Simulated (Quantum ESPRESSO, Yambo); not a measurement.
# Levels of theory for the gap of PbF₂

PbF2 (fluorite, space group Fm-3m, No. 225): one geometry, one set of PBE (stringent potentials; Quantum ESPRESSO, PseudoDojo norm-conserving, 88 Ry, no spin-orbit coupling) orbitals, self-energies from Yambo (4×4×4 Γ-centred k mesh, bands 5 to 231 and a 15 Ry block in the screening, 231 bands in G with the Bruneval-Gonze terminator, plasmon pole fitted at 27.2 eV).

Cell and atoms were relaxed with PBEsol from Materials Project entry mp-315, within its symmetry.

| level | gap W → X (eV) | direct gap at X (eV) | rough Yambo cost |
|---|---|---|---|
| PBE (Quantum ESPRESSO) | 4.44 | 4.59 | – |
| exchange only (Hartree-Fock self-energy on PBE orbitals) | 12.99 | 13.05 | about 1/20 (8 states) |
| static COHSEX@PBE | 7.69 | 7.85 | about 1/2 (3 states) |
| G0W0@PBE, plasmon pole | 6.35 | 6.54 | 1 (8 states) |

Bare exchange has no screening and gives the widest gap; static COHSEX screens it but leaves out the frequency dependence, which G0W0 restores.

Costs are rough ratios of core time on shared machines.

Nearest settings tried, and what they do to the gap: 123 bands in G: +22 meV; 123 bands in W, 123 bands in G: +27 meV; 9 Ry block (181 vectors against 339): -87 meV. Not varied: mesh. So the settings aren't converged at that level.

Spin-orbit coupling is left out; with 6p states at a band edge it can lower the gap by many tenths of an eV, most of a small gap.
